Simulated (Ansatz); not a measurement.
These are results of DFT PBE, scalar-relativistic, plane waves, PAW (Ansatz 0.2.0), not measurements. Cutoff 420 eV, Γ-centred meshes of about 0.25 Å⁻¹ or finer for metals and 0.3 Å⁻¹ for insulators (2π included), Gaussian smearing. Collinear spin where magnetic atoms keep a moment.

Temperature and zero-point effects are left out.

Two forms of Hf₂Pd₂Se₂Br₂O₃ were relaxed alike.

A. (no moments)

Space group Immm (No. 71). a = 3.785 Å, b = 5.344 Å, c = 24.568 Å, α = 90.00°, β = 90.00°, γ = 90.00°
| atom | site | symmetry | x | y | z |
| --- | --- | --- | --- | --- | --- |
| Hf | 4i | mm2 | 0.0000 | 0.0000 | 0.9210 |
| Pd | 4i | mm2 | 0.0000 | 0.0000 | 0.6833 |
| Se | 4j | mm2 | 0.5000 | 0.0000 | 0.6178 |
| Br | 4i | mm2 | 0.0000 | 0.0000 | 0.7866 |
| O | 4j | mm2 | 0.5000 | 0.0000 | 0.9012 |
| O | 2a | mmm | 0.0000 | 0.0000 | 0.0000 |

B. (ferromagnetic moments up to 0.5 μB)

Space group P-4m2 (No. 115). a = 3.540 Å, b = 3.540 Å, c = 19.138 Å, α = 90.00°, β = 90.00°, γ = 90.00°
```json
{"atom": "Hf", "site": "2g", "symmetry": "2mm.", "x": "0.5000", "y": "0.0000", "z": "0.9347"}
{"atom": "Pd", "site": "2g", "symmetry": "2mm.", "x": "0.5000", "y": "0.0000", "z": "0.4420"}
{"atom": "Se", "site": "2g", "symmetry": "2mm.", "x": "0.5000", "y": "0.0000", "z": "0.1400"}
{"atom": "Br", "site": "2f", "symmetry": "2mm.", "x": "0.5000", "y": "0.5000", "z": "0.6528"}
{"atom": "O", "site": "1d", "symmetry": "-4m2", "x": "0.0000", "y": "0.0000", "z": "0.5000"}
{"atom": "O", "site": "1a", "symmetry": "-4m2", "x": "0.0000", "y": "0.0000", "z": "0.0000"}
{"atom": "O", "site": "1b", "symmetry": "-4m2", "x": "0.5000", "y": "0.5000", "z": "0.0000"}
```

Question: Which would you expect to be lower, and how large is the difference?

Answer: A is lower, by 139 meV/atom. A has space group Immm (No. 71), 22.6 Å³/atom and no gap on its mesh; B has space group P-4m2 (No. 115), 21.8 Å³/atom and no gap. Counting Br, O or Se atoms around Hf and Pd (for each partner element, those within 1.25 times its shortest distance or 1.15 times the sum of covalent radii, where it is the nearest in units of that sum or under 1.3; a plus sign parts groups by distance over the sum of covalent radii), A has Hf 3+2+1, Pd 3 and B has Hf 8, Pd 4. Their magnetic states differ too. Both come from trial cells of a structure search.

No dispersion correction is applied, so the spacing and binding between layers, chains or molecules are poorly described (P-4m2), and this can change margins and order among such cells. Spin–orbit coupling, which can matter for Hf, is left out. The magnetic state reached may not be the lowest. Trial moments fell under 0.15 μB along the way in Immm; another start might hold them. Cells relaxed within their symmetry can be saddle points. Some types were kept out of the candidates beforehand, so the set may lack a known form.
